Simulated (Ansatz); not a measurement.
Data:

MgCdTe₂:
```xyz
4
Lattice="4.5807 0.0000 0.0000 0.0000 4.5807 0.0000 0.0000 0.0000 6.4336" Properties=species:S:1:pos:R:3 pbc="T T T"
Mg     2.2904     2.2904     3.2168
Cd     0.0000     0.0000     0.0000
Te     0.0000     2.2904     1.6312
Te     2.2904     0.0000     4.8024
```

This is the PBEsol-relaxed structure.

Q: All from the program Ansatz at the PBEsol level (PAW), unless another level is named. Predict the band gap.

A: 1.43 eV (direct).

Q: And the gap with spin–orbit coupling?

A: 1.16 eV.

Q: Predict the electron effective mass with spin–orbit coupling.

A: 0.11, 0.11, 0.12 mₑ (principal values).

Space group P-4m2. The first step of the workflow began from a Materials Project structure, measured or hypothetical; the Crystallography Open Database copy checked does not list it. With Mg and Cd taken as one species the cell has the higher symmetry F-43m, so it may be an ordered model of a mixed-site phase. Its standing as an ambient phase is unchecked. The cell was relaxed with PBEsol under the symmetry of its start; its stability against distortions is not shown here. Spin–orbit coupling is left out wherever it is not named.

Potentials: the later of the program's two PAW sets.
